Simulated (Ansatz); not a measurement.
Input:

Ru$_{3}$W:
Space group Pm-3m (No. 221); a = b = c = 3.8173 Å, α = β = γ = 90.00°

```json
[
 {"atom": "Ru", "site": "3c", "symmetry": "4/mm.m", "x": "0.0000", "y": "0.5000", "z": "0.5000"},
 {"atom": "W", "site": "1a", "symmetry": "m-3m", "x": "0.0000", "y": "0.0000", "z": "0.0000"}
]
```

This is the PBEsol-relaxed structure.

Task: All from PBEsol in the plane-wave PAW code Ansatz, unless another level is named. Give the Poisson's ratio.

Result: 0.27.

Task: Predict the elastic constants (relaxed ions, GPa).

Result: C11 = 501, C12 = 260, C44 = 246.

The cell is a constructed one: a structure type filled with these elements; neither database checked (COD, Materials Project) lists it. Its standing as an ambient phase is unchecked. The PBEsol relaxation kept the symmetry of its start; its stability against distortions is not shown here. No spin polarisation was allowed. As this level gives no gap, shear constants depend on the k-mesh and smearing (Fermi–Dirac, 0.1 eV here). Spin–orbit coupling is left out wherever it is not named.

Potentials: the earlier of the program's two PAW sets. The files were generated under PBE; for other functionals the program regenerates the frozen cores, and for LDA and PBEsol the local potential too.
